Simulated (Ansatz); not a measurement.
YC:
```yaml
crystal:
  lattice:
    - [0.00000, 2.54246, 2.54246]
    - [2.54246, 0.00000, 2.54246]
    - [2.54246, 2.54246, 0.00000]
  atoms:
    - { symbol: C, position: [0.00000, 0.00000, 0.00000] }
    - { symbol: Y, position: [0.50000, 0.50000, 0.50000] }
```

Relaxed with PBE. Special points in fractions of this cell's reciprocal vectors: Γ (0.000, 0.000, 0.000); X (0.500, 0.000, 0.500); U (0.625, 0.250, 0.625); K (0.375, 0.375, 0.750); L (0.500, 0.500, 0.500); W (0.500, 0.250, 0.750).

Problem. List the band energies nearest the Fermi level at these points for DFT-PBE with spin–orbit coupling in the program Ansatz with PAW potentials.

Solution. In eV from the Fermi level; about four levels below and three above (degenerate sets whole), none deeper than 8.9 eV; points with the same levels are listed once.

| k | below | above |
|---|---|---|
| Γ | – | 1.48 1.48 1.53 1.53 1.53 1.53 |
| X | -8.57 -8.57 -0.77 -0.77 | 0.64 0.64 0.81 0.81 |
| U | -0.81 -0.81 -0.13 -0.13 | 3.03 3.03 6.70 6.70 |
| L | -1.06 -1.06 -1.05 -1.05 | 6.37 6.37 6.39 6.39 |
| W | -0.80 -0.80 -0.67 -0.67 | 4.58 4.58 4.61 4.61 |

Space group Fm-3m (rock salt). The start of the workflow was typed in or built on a structure type; the Crystallography Open Database copy checked does not list it. Its standing as an ambient phase is unchecked. The PBE relaxation kept the symmetry of its start; its stability against distortions is not shown here. The run is not spin-polarised.

Potentials: the later of the program's two PAW sets.
